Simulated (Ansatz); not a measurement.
Relaxation of a randomly generated symmetric cell of TiAl (space group No. 123); 2 atoms in the cell, which starts as P4/mmm (No. 123), tP2; a = 2.468 Å, b = 2.468 Å, c = 5.484 Å, α = 90.00°, β = 90.00°, γ = 90.00°. The numbers are results of r2SCAN (plane waves to 500 eV, PAW, scalar-relativistic; Ansatz, an electronic-structure program), not measurements. Γ-centred k-mesh 13×13×6 on the run's cell (coarser than for final values), Fermi–Dirac smearing 0.05 eV. This is the first round of the run. 

The optimiser's lines from the output (shortened; P is positive under compression):

```
relax step   1: F+E_penalty+E_count = -3044.09973048 eV  Δ(F+E_penalty+E_count) = +0.000e0 eV  max|allowed force component| = 1.159e-30 eV/Å  Δτ_max = 0.0000 Å  P = +5.542 GPa  Ω = 33.396 Å³  (8 SCF iters, dr2 threshold 1.00e-7 eV, accepted)
relax step   2: F+E_penalty+E_count = -3044.62645937 eV  Δ(F+E_penalty+E_count) = -5.267e-1 eV  max|allowed force component| = 1.356e-31 eV/Å  Δτ_max = 0.0000 Å  P = +1.785 GPa  Ω = 33.271 Å³  (7 SCF iters, dr2 threshold 2.00e-7 eV, accepted)
relax step   3: F+E_penalty+E_count = -3045.03849366 eV  Δ(F+E_penalty+E_count) = -4.120e-1 eV  max|allowed force component| = 6.163e-33 eV/Å  Δτ_max = 0.0000 Å  P = +0.755 GPa  Ω = 32.703 Å³  (7 SCF iters, dr2 threshold 2.00e-7 eV, accepted)
relax step   4: F+E_penalty+E_count = -3045.38891456 eV  Δ(F+E_penalty+E_count) = -3.504e-1 eV  max|allowed force component| = 4.930e-32 eV/Å  Δτ_max = 0.0000 Å  P = -0.641 GPa  Ω = 32.553 Å³  (7 SCF iters, dr2 threshold 2.00e-7 eV, accepted)
relax step   5: F+E_penalty+E_count = -3045.59518392 eV  Δ(F+E_penalty+E_count) = -2.063e-1 eV  max|allowed force component| = 2.465e-32 eV/Å  Δτ_max = 0.0000 Å  P = -0.823 GPa  Ω = 32.400 Å³  (7 SCF iters, dr2 threshold 2.00e-7 eV, accepted)
relax step   6: F+E_penalty+E_count = -3045.68533431 eV  Δ(F+E_penalty+E_count) = -9.015e-2 eV  max|allowed force component| = 3.698e-32 eV/Å  Δτ_max = 0.0000 Å  P = -0.144 GPa  Ω = 32.164 Å³  (8 SCF iters, dr2 threshold 2.00e-7 eV, accepted)
relax step   7: F+E_penalty+E_count = -3045.68700268 eV  Δ(F+E_penalty+E_count) = -1.668e-3 eV  max|allowed force component| = 2.465e-32 eV/Å  Δτ_max = 0.0000 Å  P = -0.091 GPa  Ω = 32.136 Å³  (6 SCF iters, dr2 threshold 2.00e-7 eV, accepted)
relax step   8: F+E_penalty+E_count = -3045.68704104 eV  Δ(F+E_penalty+E_count) = -3.835e-5 eV  max|allowed force component| = 3.944e-31 eV/Å  Δτ_max = 0.0000 Å  P = +0.026 GPa  Ω = 32.107 Å³  (5 SCF iters, dr2 threshold 5.08e-8 eV, accepted)
relax step   9: F+E_penalty+E_count = -3045.68704045 eV  Δ(F+E_penalty+E_count) = +5.832e-7 eV  max|allowed force component| = 9.861e-31 eV/Å  Δτ_max = 0.0000 Å  P = +0.001 GPa  Ω = 32.114 Å³  (5 SCF iters, dr2 threshold 7.63e-9 eV, accepted)
relax step  10: F+E_penalty+E_count = -3045.68807377 eV  Δ(F+E_penalty+E_count) = -1.033e-3 eV  max|allowed force component| = 8.382e-31 eV/Å  Δτ_max = 0.0000 Å  P = +0.018 GPa  Ω = 32.114 Å³  stress off target by 4.46e-2 GPa  SCF on the basis re-selected at this cell (its energy is not comparable with the rows above)  (7 SCF iters)
relax step  11: F+E_penalty+E_count = -3045.68808118 eV  Δ(F+E_penalty+E_count) = -7.402e-6 eV  max|allowed force component| = 1.233e-31 eV/Å  Δτ_max = 0.0000 Å  P = +0.000 GPa  Ω = 32.118 Å³  (5 SCF iters, dr2 threshold 4.97e-9 eV, accepted)
relax step  12: F+E_penalty+E_count = -3045.68808301 eV  Δ(F+E_penalty+E_count) = -1.835e-6 eV  max|allowed force component| = 0.000e0 eV/Å  Δτ_max = 0.0000 Å  P = +0.000 GPa  Ω = 32.118 Å³  stress off target by 4.55e-4 GPa  SCF on the basis re-selected at this cell (its energy is not comparable with the rows above)  (5 SCF iters)
```

From the first to the last row the energy changes by -0.79 eV/atom and the volume by -3.8 %. The last row is marked as not comparable with the walk above it, whose basis was carried along; it does compare with step 1, since both stand on a basis selected at the nominal cutoff for their own cell.

Later rounds, restarted from the end of this one on a renewed k-mesh, logged 7 more steps and released under 0.01 eV/atom more. The final structure after all rounds: P4/mmm (No. 123), tP2, AFLOW prototype AB_tP2_123_a_d (L1_0, as in CuAu); a = b = 2.813 Å, c = 4.058 Å, α = β = γ = 90.00°. Between re-selections the logged energies stand on a plane-wave basis carried along with the cell. No spin polarisation in the result.

The run could not lose the symmetry of its start.

All atoms sit on sites fixed by symmetry, so only the cell could relax.

The first start was generated by a random draw of sites in a space group. A measured structure of TiAl has the same space group, P4/mmm (No. 123); the sites were not compared with it.
